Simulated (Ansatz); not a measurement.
Tm₂O in the antifluorite structure

Method: PBEsol, scalar-relativistic; collinear spin; PAW, 420 eV, 10×10×10 k-mesh, Gaussian smearing of 0.05 eV; code Ansatz. The datasets are Ansatz's generated set soft_2.

```cif
data_structure
_symmetry_space_group_name_H-M 'P 1'
_symmetry_Int_Tables_number 1
_cell_length_a 4.1686
_cell_length_b 4.1686
_cell_length_c 4.1686
_cell_angle_alpha 60.000
_cell_angle_beta 60.000
_cell_angle_gamma 60.000
_cell_volume 51.22
loop_
_atom_site_label
_atom_site_type_symbol
_atom_site_fract_x
_atom_site_fract_y
_atom_site_fract_z
_atom_site_occupancy
Tm1 Tm 0.25000 0.25000 0.25000 1
Tm2 Tm 0.75000 0.75000 0.75000 1
O1 O 0.00000 0.00000 0.00000 1
```

The structure was built from a prototype; whether the compound forms in it isn't claimed.

Magnetic state: ferromagnetic, site spin moments Tm 1.13 μB.

Problem. Which orbitals carry the states at the Fermi level, and how many states are there?

Solution. Within 0.1 eV of it: Tm 4f 89 %, Tm 5d 9 % (shares among the projected shells). The Fermi level sits on a steep edge: the density of states is 13.4, 13.3 and 9.3 states/eV per cell at −0.1, 0 and +0.1 eV.

Density of states (tetrahedra, averaged over 0.5 eV; states/eV per cell of 3 atoms; energy in eV from the Fermi level; projections on Löwdin-orthogonalised atomic orbitals, summed over sites):

```csv
E,total,Tm 4f up,Tm 4f down,O 2p,Tm 5d up,Tm 5d down
-6.60,0.3,0.0,0.0,0.2,0.0,0.0
-6.10,2.6,0.0,0.0,1.6,0.3,0.3
-5.60,5.9,0.1,0.1,4.4,0.5,0.5
-5.10,3.2,0.0,0.0,2.7,0.1,0.2
-4.60,0.0,0.0,0.0,0.0,0.0,0.0
-4.10,0.0,0.0,0.0,0.0,0.0,0.0
-3.60,0.0,0.0,0.0,0.0,0.0,0.0
-3.10,0.0,0.0,0.0,0.0,0.0,0.0
-2.60,0.1,0.0,0.0,0.0,0.0,0.0
-2.10,1.4,1.1,0.0,0.0,0.1,0.0
-1.60,4.0,3.1,0.1,0.0,0.4,0.3
-1.10,24.6,22.6,0.4,0.2,0.3,0.7
-0.60,10.9,0.8,8.9,0.2,0.6,0.2
-0.10,18.5,0.0,17.1,0.1,0.4,0.7
0.40,2.4,0.0,0.9,0.1,0.6,0.7
0.90,3.1,0.0,0.2,0.2,1.3,1.1
1.40,1.9,0.0,0.1,0.1,0.8,0.7
1.90,2.3,0.0,0.1,0.2,0.9,0.8
2.40,2.2,0.0,0.0,0.1,0.8,0.8
2.90,1.4,0.0,0.0,0.2,0.6,0.5
3.40,3.4,0.0,0.0,0.3,1.4,1.4
3.90,3.5,0.0,0.0,0.2,1.4,1.4
```

Without a U the open 4f shell is pinned at the Fermi level, an artefact: in the real crystal it splits into occupied and empty levels away from it, and its large orbital moment is missing here. Spin–orbit coupling, which matters for such heavy elements, is left out. The run wasn't fully tested for a lower electronic state. Site moments are of spin, integrated over atomic spheres. Only parallel moments were tried, so the real magnetic order may be another.

A lower state of the open shells can't be excluded, and forces and pressures are less sure for it.
